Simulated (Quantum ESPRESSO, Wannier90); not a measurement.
**ZnGaPS (R3m): Wannier90 run**

```
begin unit_cell_cart
ang
   -1.9389149369    3.3582991822    0.0000000000
   -3.8778298738    0.0000000000    0.0000000000
   -1.9389149369    1.1194330607    6.3372730000
end unit_cell_cart
begin atoms_frac
Zn   0.0015000000  0.0015000000 -0.0045000000
Ga   0.4988630000  0.4988630000 -0.4965890000
P    0.1259300000  0.1259300000 -0.3777900000
S   -0.3763070000 -0.3763070000  0.1289210000
end atoms_frac
```

Cell from Materials Project (mp-1215443), symmetrised, no further relaxation. Not found in the COD (Crystallography Open Database) copy used; not checked further. Method: LDA plane waves in Quantum ESPRESSO 7.5 (PseudoDojo norm-conserving files, 68 Ry, no spin polarisation, no spin-orbit coupling), Bloch states on a 6×6×6 mesh through Γ, Wannier90 4.0.1. Density: 10×10×10 mesh, cold smearing 0.01 Ry.

Band 10 is isolated and gives one Wannier function a cell (S4 3s 74 %, Ga2 4p 6 %, Zn1 4s 6 %; spread 1.71 Å²). Its on-site energy is ε = -12.622 eV relative to the valence-band maximum, and its hoppings t(R) = t(−R) to the nearer images are (images within this range that aren't listed have |t| under 5 meV):

| R (lattice vectors; −R alike) | distance (Å) | t (eV) |
|---|---|---|
| 0 1 0 | 3.88 | -0.088 |
| 1 -1 0 | 3.88 | -0.088 |
| 1 0 0 | 3.88 | -0.088 |
| 0 0 1 | 6.72 | -0.008 |
| 0 1 -1 | 6.72 | -0.008 |
| 1 0 -1 | 6.72 | -0.008 |

Question: Work out the band energy at Γ, T, H_2, H_0 from these numbers.

Answer: For one orbital E(k) = ε + Σ_R 2 t(R) cos(2π k·R), the sum over the listed R.
- Γ, k = (0.000, 0.000, 0.000): E = -12.622 + (-0.088)·(6.00) + (-0.008)·(6.00) = -13.20 eV; pw.x: -13.19 eV
- T, k = (0.000, 0.000, 0.500): E = -12.622 + (-0.088)·(6.00) + (-0.008)·(-6.00) = -13.10 eV; pw.x: -13.06 eV
- H_2, k = (-0.313, -0.625, 0.187): E = -12.622 + (-0.088)·(-2.95) + (-0.008)·(-0.47) = -12.36 eV; pw.x: -12.35 eV
- H_0, k = (-0.375, -0.687, -0.187): E = -12.622 + (-0.088)·(-2.95) + (-0.008)·(-0.47) = -12.36 eV; pw.x: -12.35 eV

At these points the listed shells miss the plane-wave band by up to 0.04 eV, of a width of 0.84 eV on the path. With all its hoppings the model misses the band by 0.1 meV at worst on the whole path, so most of the miss comes from the hoppings not listed.
